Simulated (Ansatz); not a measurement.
# CaMg: two-dimensional strain map

Level of theory: DFT LDA, scalar-relativistic, plane waves, PAW (Ansatz). The runs took a 420 eV cutoff, a Γ-centred 15×15×8 mesh and Gaussian smearing (0.15 eV). No spin polarisation. Energies are free energies at this smearing, counted from the undisturbed cell; pressure is positive in compression.

Reference structure (as given, not relaxed at this level; it stands at -1.8 GPa, and it needn't be the usual structure):

```yaml
crystal:
  lattice:
    - [3.66812, 0.00000, 0.00000]
    - [-1.83406, 3.17668, 0.00000]
    - [0.00000, 0.00000, 5.62230]
  atoms:
    - { symbol: Ca, position: [0.00000, 0.00000, 0.50000] }
    - { symbol: Mg, position: [0.66667, 0.33333, 0.00000] }
```

The cell is strained by p along both x and y and by q along z, fractional coordinates fixed. Points are written (p, q).

Energy above the undisturbed cell in meV/atom (a dash: not computed):

| p \ q | -0.030 | -0.015 | 0.000 | 0.015 | 0.030 |
| --- | --- | --- | --- | --- | --- |
| -0.030 | -15.2 | -14.2 | -10.6 | -4.6 | 3.6 |
| 0.000 | -9.5 | – | 0.0 | – | 17.7 |
| 0.030 | 11.3 | – | 26.0 | – | 47.4 |

Pressure in GPa:

| p \ q | -0.030 | -0.015 | 0.000 | 0.015 | 0.030 |
| --- | --- | --- | --- | --- | --- |
| -0.030 | 0.2 | -0.2 | -0.7 | -1.0 | -1.3 |
| 0.000 | -1.1 | – | -1.8 | – | -2.4 |
| 0.030 | -2.1 | – | -2.6 | – | -3.1 |